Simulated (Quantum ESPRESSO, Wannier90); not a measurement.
Ag2S (anti-fluorite): Wannier90 run

```
CELL_PARAMETERS angstrom
      0.00000     3.12399     3.12399
      3.12399     0.00000     3.12399
      3.12399     3.12399     0.00000
ATOMIC_POSITIONS crystal
  Ag 0.75000 0.75000 0.75000
  Ag 0.25000 0.25000 0.25000
  S  0.00000 0.00000 0.00000
```

Materials Project entry mp-1229090; symmetrised, unrelaxed at this level. Not found in the COD (Crystallography Open Database) copy used, which has the formula in other groups; not checked further. Level: LDA, no spin polarisation, no spin-orbit coupling; pw.x of Quantum ESPRESSO at 69 Ry with PseudoDojo potentials, 8×8×8 k-points, Wannier90. Density: 8×8×8 mesh, cold smearing 0.01 Ry.

Valence charges of the files: Ag 19, S 6. 34 bands were computed.

Isolated groups of bands, relative to the Fermi level (bands from 10 on overlap up to the last one computed):

```csv
bands,from (eV),to (eV),filling,weight on atomic waves
1–2,-90.99,-90.98,filled,Ag 4s 99 %
3–8,-54.58,-54.54,filled,Ag 4p 100 %
9,-13.15,-12.66,filled,"S 3s 84 %, Ag 5s 11 %, Ag 4d 5 %"
```

Wanted is a model with the orbitals Ag d, S p, without the filled groups that are mainly made of other shells (semicore states, and anion s where it isn't named); all higher bands stay in for disentanglement.

### Question
Give num_wann, exclude_bands and num_bands, and the number of electrons that the model holds.

### Answer
Electrons: 2×19 + 1×6 = 44, or 22.0 bands' worth; no gap over 0.05 eV opens at the Fermi level at this level of theory.
num_wann = 2×5 + 1×3 = 13.
exclude_bands = 1-9, 9 bands, so num_bands = 34 − 9 = 25.
The model holds 44 − 2×9 = 26 electrons. With the window frozen to -0.05 eV it follows pw.x to 45 meV rms (states up to 0.0 eV relative to the Fermi level).
